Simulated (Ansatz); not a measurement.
SiO2:
```
SiO2
1.0
    5.06468     0.00000     0.00000
    0.00000     5.06468     0.00000
    0.00000     0.00000     7.07986
Si O
4 8
Direct
  0.29127   0.29127   0.00000
  0.20873   0.79127   0.25000
  0.70873   0.70873   0.50000
  0.79127   0.20873   0.75000
  0.24233   0.08702   0.17053
  0.41298   0.74233   0.42053
  0.75767   0.91298   0.67053
  0.58702   0.25767   0.92053
  0.74233   0.41298   0.57947
  0.91298   0.75767   0.32947
  0.25767   0.58702   0.07947
  0.08702   0.24233   0.82947
```

Relaxed with HSE06.

Problem. Give the Bader charges and basin volumes of the independent atoms, DFT-HSE06 in the program Ansatz with PAW potentials.

Solution. 

```csv
atom,Bader charge (e),Bader volume (Å³)
Si1,+3.36,2.7
O5,-1.68,18.8
```

Space group P4_12_12. Symmetry was held in the HSE06 relaxation.

Potentials: the later of the program's two PAW sets.
